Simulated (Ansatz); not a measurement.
Relaxed-ion elastic tensor of ZnIn2O4 (spinel, space group No. 227) in GPa (Voigt order), the program Ansatz at the r²SCAN level (PAW); density 6.70 g/cm³, 12.71 Å³ per atom.

```json
[
 {"": "1", "1": "223", "2": "123", "3": "123", "4": "0.0", "5": "0.0", "6": "0.0"},
 {"": "2", "1": "123", "2": "223", "3": "123", "4": "0.0", "5": "0.0", "6": "0.0"},
 {"": "3", "1": "123", "2": "123", "3": "223", "4": "0.0", "5": "0.0", "6": "0.0"},
 {"": "4", "1": "0.0", "2": "0.0", "3": "0.0", "4": "75.9", "5": "0.0", "6": "0.0"},
 {"": "5", "1": "0.0", "2": "0.0", "3": "0.0", "4": "0.0", "5": "75.9", "6": "0.0"},
 {"": "6", "1": "0.0", "2": "0.0", "3": "0.0", "4": "0.0", "5": "0.0", "6": "75.9"}
]
```

### Question
Is the crystal mechanically stable?

### Answer
Yes: the smallest eigenvalue of C is 75.9 GPa.

### Question
Work out the Voigt, Reuss and Hill averages.

### Answer
K_V = 156, K_R = 156, K_H = 156; G_V = 65.6, G_R = 62.9, G_H = 64.2 GPa.

### Question
Give Young's modulus, Poisson's ratio, Pugh's ratio and the universal anisotropy index.

### Answer
E = 9KG/(3K + G) = 170 GPa; ν = 0.32; K/G = 2.44 (ductile by the Pugh limit of 1.75); A_U = 5G_V/G_R + K_V/K_R − 6 = 0.21.

### Question
Estimate the sound speeds and the Debye temperature.

### Answer
v_l = √((K + 4G/3)/ρ) = 6010 m/s, v_t = √(G/ρ) = 3100 m/s, mean 3470 m/s; Θ = (h/k)(3n/4πV)^(1/3) v_m = 442 K.

### Question
Give the Zener ratio and Young's modulus along [100], [110] and [111].

### Answer
A = 2C44/(C11 − C12) = 1.51; 1/E = S11 − 2(S11 − S12 − S44/2)Γ with Γ = 0, 1/4, 1/3 gives 136, 176, 196 GPa.

### Question
Solve the Christoffel equation for the three sound speeds along [100], [110], [111].

### Answer
Eigenvalues of C_ijkl n_j n_l equal ρv². In km/s, slowest first: [100] 3.36, 3.36, 5.77; [110] 2.73, 3.36, 6.10; [111] 2.96, 2.96, 6.20.

Space group Fd-3m (spinel). The cell is a constructed one: a structure type filled with these elements; the Crystallography Open Database copy checked does not list it. Its standing as an ambient phase is unchecked. The cell was relaxed with r²SCAN under the symmetry of its start; whether a distortion lowers the energy is not shown.

Potentials: the earlier of the program's two PAW sets. The files were generated under PBE; for other functionals the program regenerates the frozen cores, and for LDA and PBEsol the local potential too.
